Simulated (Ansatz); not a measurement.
Coordination and ¹³⁵Ba quadrupole coupling in Ba6LiNb2IrCl2O12

Cell: a Materials Project structure (computed, not necessarily an observed phase), taken as it stands.

```cif
data_Ba6LiNb2IrCl2O12
_symmetry_space_group_name_H-M 'P3m1'
_symmetry_Int_Tables_number 156
_cell_length_a 5.9636
_cell_length_b 5.9636
_cell_length_c 15.5598
_cell_angle_alpha 90.000
_cell_angle_beta 90.000
_cell_angle_gamma 120.000
loop_
_atom_site_label
_atom_site_type_symbol
_atom_site_symmetry_multiplicity
_atom_site_Wyckoff_symbol
_atom_site_fract_x
_atom_site_fract_y
_atom_site_fract_z
Ba1 Ba 1 a 0.0000 0.0000 0.3809
Ba2 Ba 1 a 0.0000 0.0000 0.7872
Ba3 Ba 1 b 0.3333 0.6667 0.6405
Ba4 Ba 1 b 0.3333 0.6667 0.9187
Ba5 Ba 1 a 0.0000 0.0000 0.0359
Ba6 Ba 1 b 0.3333 0.6667 0.2072
Li Li 1 a 0.0000 0.0000 0.2094
Nb8 Nb 1 c 0.6667 0.3333 0.8173
Nb9 Nb 1 c 0.6667 0.3333 0.1829
Ir Ir 1 c 0.6667 0.3333 0.0011
Cl11 Cl 1 b 0.3333 0.6667 0.4253
Cl12 Cl 1 a 0.0000 0.0000 0.5816
O13 O 3 d 0.8216 0.6431 0.9130
O14 O 3 d 0.9936 0.4968 0.7590
O15 O 3 d 0.8307 0.6613 0.2469
O18 O 3 d 0.5149 0.0299 0.0883
```

One atom of each set is listed.

Method: Kohn–Sham DFT in Ansatz, PBE, plane waves and PAW, scalar-relativistic, 420 eV cutoff, Γ-centred 5×5×2 k-points, Fermi–Dirac smearing 0.02 eV.

Q(¹³⁵Ba) = 153.0 mb.

(1) Order the Ba environments from the weakest to the strongest quadrupole coupling.
A. Ba3: 3 O at 2.54 Å, 4 Cl at 3.35–3.56 Å
B. Ba4: 12 O at 2.99–3.24 Å
C. Ba2: 9 O at 2.69–3.01 Å, 1 Cl at 3.20 Å
D. Ba6: 9 O at 2.63–3.05 Å, 1 Cl at 3.39 Å
E. Ba1: 1 Li at 2.67 Å, 3 O at 2.72 Å; also 1 Cl at 3.12 Å
F. Ba5: 9 O at 2.66–3.10 Å, 1 Li at 2.70 Å

Answers

(1) D (0.623 MHz, η = 0.00), C (3.00 MHz, η = 0.00), B (17.2 MHz, η = 0.00), F (41.8 MHz, η = 0.00), E (47.9 MHz, η = 0.00), A (56.9 MHz, η = 0.00).

An axis of threefold or higher order runs through Ba6, Ba2, Ba4, Ba5, Ba1 and Ba3, so V_zz lies along it and η is zero.

The largest force is 0.5 eV/Å, so the atoms aren't at the calculated equilibrium and relaxing them would move these values. Without spin–orbit coupling (the program notes it for Ba) the gradients are little affected as a rule: paired runs on crystals with a gap mostly move them by under 2 % at such atoms.
